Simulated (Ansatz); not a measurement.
The cell is CdSiN2 as one 4-atom ordering (P-4m2) on the zincblende lattice; cell and atoms were relaxed with r2SCAN. Space group P-4m2 (No. 115), tetragonal; conventional cell a = 3.034 Å, c = 5.110 Å, 11.76 Å³ an atom. Around Cd lie 4 N at 2.23 Å; around N lie 2 Si at 1.77 Å and 2 Cd at 2.23 Å; around Si lie 4 N at 1.77 Å.

```yaml
crystal:
  lattice:
    - [3.03399, 0.00000, 0.00000]
    - [0.00000, 3.03399, 0.00000]
    - [0.00000, 0.00000, 5.11023]
  atoms:
    - { symbol: Cd, position: [0.00000, 0.00000, 0.00000] }
    - { symbol: N, position: [0.00000, 0.50000, 0.31974] }
    - { symbol: Si, position: [0.50000, 0.50000, 0.50000] }
    - { symbol: N, position: [0.50000, 0.00000, 0.68026] }
```

The questions ask for values computed with Ansatz 0.2.0 on this geometry. The calculation is non-magnetic, and the structure need not be a phase that has been made.

(1) Is there a gap with LDA, and of what kind?

(2) Estimate the gap with PBE+SOC on 8×8×6.

(3) How does the gap change from LDA to HSE06 (6×6×4)?

(4) Roughly how does the cost of the LC-ωPBE run (6×6×4) compare with r2SCAN's (8×8×6)?

(5) What are ε∞ and the Born charges with PBE?

(6) What fraction of exact exchange does the dielectric-dependent hybrid take (1/ε∞ of PBE, averaged over directions)?

(7) How do the levels compare, in gap and in cost?

## Answers

(1) With LDA the valence top lies at R and the conduction bottom at Γ, 1.16 eV higher; the smallest vertical gap, at Γ, is 1.19 eV.

(2) PBE+SOC gives an indirect gap of 1.16 eV, from R to Γ; the least direct gap is 1.19 eV at Γ. Spin-orbit coupling itself accounts for 0.00 eV. The gap differs by 0.00 eV from LDA's.

(3) With HSE06 the valence top lies at R and the conduction bottom at Γ, 2.39 eV higher; the smallest vertical gap, at Γ, is 2.41 eV. Least and direct gap differ so little that the kind isn't settled. The gap differs by +1.23 eV from LDA's.

(4) About 4 times as much (80 core-seconds against 19 core-seconds, on 2 threads of Arm Neoverse V1, with other jobs on the host).

(5) ε∞: 6.12 along x and y, 6.65 along z. Born charges, averaged over directions: Cd +2.11, N -2.68, Si +3.26 e.

(6) 0.159.

(7) r2SCAN covers 29 % of the step from PBE to HSE06, while HSE06 needs about 6 times r2SCAN's cost (on a coarser mesh). For gaps to 0.1 eV, spin-orbit coupling (up to 0.01 eV here) can be left out. Direct and least gap lie within 0.04 eV at some levels, so the kind of gap isn't settled.

Only the levels marked +SOC include spin-orbit coupling.

The meshes of the hybrids are coarse, so their gaps aren't converged to the digits shown.

Set aside, since their points miss a band edge that the other levels read or their mesh is too coarse: HSE06+SOC.
